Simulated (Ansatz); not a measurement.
Ga₄AsP₃, ordered on the zincblende lattice (P-43m) with 8 atoms a cell: a field-response calculation (clamped ions) in the PAW code Ansatz (r2SCAN). Cell and atoms come from a relaxation with r2SCAN.

```yaml
crystal:
  lattice:
    - [5.5040447875, 0.0, 0.0]
    - [0.0, 5.5040447875, 0.0]
    - [0.0, 0.0, 5.5040447875]
  atoms:
    - { symbol: P, position: [0.5, 0.0, 0.0] }
    - { symbol: Ga, position: [0.2458135314, 0.7541864686, 0.7541864686] }
    - { symbol: P, position: [0.0, 0.5, 0.0] }
    - { symbol: Ga, position: [0.7541864686, 0.2458135314, 0.7541864686] }
    - { symbol: P, position: [0.0, 0.0, 0.5] }
    - { symbol: Ga, position: [0.7541864686, 0.7541864686, 0.2458135314] }
    - { symbol: As, position: [0.5, 0.5, 0.5] }
    - { symbol: Ga, position: [0.2458135314, 0.2458135314, 0.2458135314] }
kpoints:
  mp_grid: { grid: [4, 4, 4] }
hamiltonian:
  xc: r2scan
scf:
  occupations: { method: fixed }
dielectric: {}
```

The output follows, shortened, with numbered blanks.
```
Functional definition: r2SCAN
Crystal: 8 atoms, lattice volume = 166.742 Å³
Basis set: ecut = 500 eV, 4169 PW (Γ)
Bands: 50, of which v1, the nominal top of the filled ones, is band 41 counted from 1 (40 counted from 0)
Symmetry: 24 space group operations
k-points: 21 of 64 (irreducible under 4 space group operations, time reversal used)
Free energy (F): -22307.151147 eV
Fermi energy:    7.182191 eV
--- Per-component energies (eV) ---
  E_band       = -538.173910
  E_kinetic    = 774.755612
  E_local      = -10834.773122
  E_nonlocal   = 1138.400512
  E_hartree    = 5190.527070
  E_xc         = -499.451518
  E_vxc        = -518.235274
  E_paw        = -11591.598182
  E_vpaw       = -1504.920324
  E_vtau       = 25.544855
  E_ewald      = -6480.669109
  E_core_change = -4.342214
--- Band table (eV; the first three rows and the last of 21) ---
  k-point 0: bands = […, 4.4236, 4.4236, 4.4236, 7.1822, 7.1822, 7.1822, 8.7591, 9.1730, 9.1730, 9.1949, …]
  k-point 1: bands = […, 3.9971, 4.6445, 4.6445, 5.5772, 6.5125, 6.5125, 9.0121, 9.8198, 10.1501, 10.2656, …]
  k-point 2: bands = […, 3.6539, 3.7553, 5.2898, 5.2898, 5.5583, 5.5583, 9.4671, 9.6707, 11.0708, 11.2101, …]
  k-point 20: bands = […, 5.9043, 5.9043, 5.9043, 6.2289, 6.2289, 6.2289, 9.0083, 9.0357, 9.0357, 9.0357, …]
--- Dielectric response (ions clamped): 3 representative field directions + reference, inside a basis on a mesh of 512 k-points ---
  ε∞ (high-frequency dielectric tensor):
[1]
  Born effective charges Z* (e; rows j = field, columns β = displacement):
    site 0:
[2]
    site 1:
[3]
    site 2:
[4]
    site 3:
[5]
    site 4:
[6]
    site 5:
[7]
    site 6:
[8]
    site 7:
[9]
  ε∞ is read to err by 5.7e-2, Z* by 2.1e-2 e
```

Task: Give the withheld lines. They hold the Born charges, ε∞ (with the ionic part, where printed).

Result:
```
[1]
        9.832235     0.000000     0.000000
        0.000000     9.832235     0.000000
        0.000000     0.000000     9.832235
[2]
        -2.30054    0.00000    0.00000
         0.00000   -2.17925    0.00000
         0.00000    0.00000   -2.17925
[3]
         2.14828   -0.00604   -0.00604
        -0.00604    2.14828    0.00604
        -0.00604    0.00604    2.14828
[4]
        -2.17925    0.00000    0.00000
         0.00000   -2.30054    0.00000
         0.00000    0.00000   -2.17925
[5]
         2.14828   -0.00604    0.00604
        -0.00604    2.14828   -0.00604
         0.00604   -0.00604    2.14828
[6]
        -2.17925    0.00000    0.00000
         0.00000   -2.17925    0.00000
         0.00000    0.00000   -2.30054
[7]
         2.14828    0.00604   -0.00604
         0.00604    2.14828   -0.00604
        -0.00604   -0.00604    2.14828
[8]
        -1.93406    0.00000    0.00000
         0.00000   -1.93406    0.00000
         0.00000    0.00000   -1.93406
[9]
         2.14828    0.00604    0.00604
         0.00604    2.14828    0.00604
         0.00604    0.00604    2.14828
```

ε∞: 9.83 in all directions. Born charges, averaged over directions: P -2.22, Ga +2.15, As -1.93 e.

Command: `ansatz run input.yaml --threads 4 --pin off --max-ram 6451MiB --backend cpu --events-out ev --progress --plain --runs-dir out`. It took 2.4 min on 4 threads of Arm Neoverse V1, on a shared host; peak host memory 2.3 GiB.

Note: simulated data, non-magnetic, for a generated structure that need not be the stable one.

The runs are scalar-relativistic, without spin-orbit coupling.
